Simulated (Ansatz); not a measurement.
Here is the system:

Ge$_{2}$Sb$_{2}$Te$_{5}$:
```
CELL_PARAMETERS angstrom
      4.21847     0.00000     0.00000
     -2.10923     3.65330     0.00000
      0.00000     0.00000    17.94617
ATOMIC_POSITIONS crystal
  Ge 0.00000 0.00000 0.33420
  Ge 0.00000 0.00000 0.66580
  Sb 0.33333 0.66667 0.11218
  Sb 0.66667 0.33333 0.88782
  Te 0.00000 0.00000 0.00000
  Te 0.33333 0.66667 0.79127
  Te 0.66667 0.33333 0.20873
  Te 0.33333 0.66667 0.41230
  Te 0.66667 0.33333 0.58770
```

This is the r²SCAN+D4-relaxed structure. Cartesian axes are those of the cell as given.

Question: All from r²SCAN+D4 in the plane-wave PAW code Ansatz, unless another level is named. Predict the Poisson's ratio.

Answer: 0.23.

Question: Give the elastic constants (relaxed ions, GPa).

Answer: C11 = 73.3, C12 = 23.0, C13 = 15.9, C14 = -10.0, C33 = 27.0, C44 = 20.2.

Question: Next, the highest zone-centre frequency?

Answer: 189 cm⁻¹.

Space group P-3m1. The cell was relaxed with r²SCAN+D4 under the symmetry of its start. A small band overlap can be real or an error of a semilocal functional. As this level gives no gap, shear constants depend on the k-mesh and smearing (Fermi–Dirac, 0.1 eV here). As this level gives no gap, phonon frequencies hold no LO–TO term and depend on the k-mesh and smearing (Fermi–Dirac, 0.1 eV here). Spin–orbit coupling is left out wherever it is not named.

Potentials: the later of the program's two PAW sets.
